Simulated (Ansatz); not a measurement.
BeTe (rock salt, Fm-3m) at seven volumes, PBE (plane waves, PAW; program Ansatz), scaled uniformly. One row is withheld.

```
V (Å³/atom)  P (GPa)
-----------  -------
17.518          7.66
18.095          4.70
18.673          2.17
19.250          0.00
19.828         -1.86
20.405         -3.45
20.983             ?
```

Question: Fit the shown pressures and predict the withheld one.

Answer: P = (3/2)B₀(x^(7/2) − x^(5/2))[1 + (3/4)(B′ − 4)(x − 1)] with x = (V₀/V)^(2/3). Least squares on the six rows gives V₀ = 19.250 Å³/atom, B₀ = 66.8 GPa, B′ = 4.13. At V = 20.983, x = 0.9442 and P = -4.82 GPa. The run itself gave -4.82 GPa.

The start of the workflow was typed in or built on a structure type; neither database checked (COD, Materials Project) lists it. COD files the formula under space group No. 216, so this cell is another polymorph or a model. Its standing as an ambient phase is unchecked. The PBE relaxation kept the symmetry of its start; its stability against distortions is not shown here. Its formation energy is positive at this level, so the cell may be metastable or incomplete. Scalar-relativistic: spin–orbit coupling is off unless named, which matters more the heavier the elements.

Potentials: the earlier of the program's two PAW sets.
